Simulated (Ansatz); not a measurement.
# How much do the gradients of PtS2 depend on the method?

Cell: a COD entry, its atoms then relaxed with PBE in this cell.

```cif
data_structure
_symmetry_space_group_name_H-M 'P 1'
_symmetry_Int_Tables_number 1
_cell_length_a 3.5432
_cell_length_b 3.5432
_cell_length_c 5.0388
_cell_angle_alpha 90.000
_cell_angle_beta 90.000
_cell_angle_gamma 120.000
_cell_volume 54.78
loop_
_atom_site_label
_atom_site_type_symbol
_atom_site_fract_x
_atom_site_fract_y
_atom_site_fract_z
_atom_site_occupancy
Pt1 Pt 0.00000 0.00000 0.00000 1
S2 S 0.33333 0.66667 0.24490 1
S3 S 0.66667 0.33333 0.75510 1
```

Atom numbers follow the list; atoms alike are taken as one site, whose name carries the number of the first.

First run. Computed with Ansatz: DFT, PBE, plane waves and PAW, scalar-relativistic, 420 eV cutoff, Γ-centred 9×9×6 k-points, Fermi–Dirac smearing 0.02 eV.

```json
{"site": "Pt", "atom": "1", "V_zz (10²¹ V/m²)": "9.08", "η": "0.00"}
{"site": "S", "atom": "2", "V_zz (10²¹ V/m²)": "-5.05", "η": "0.00"}
```

Second run. The same atoms and settings, except that spin–orbit coupling is included (fully relativistic PAW files).

Task: Given the first result, estimate the second.

Result: 

| site | atom | V_zz | η | change of V_zz |
| --- | --- | --- | --- | --- |
| Pt | 1 | 8.84 | 0.00 | -0.24 |
| S | 2 | -5.33 | 0.00 | -0.28 |

The largest change of V_zz is on S, from -5.05 to -5.33. In per cent, |V_zz| changes by -3 on Pt, +5 on S (all sites that start above 0.5).

At this cell the principal stresses reach 5 GPa in size with PBE, which can matter for small gradients.
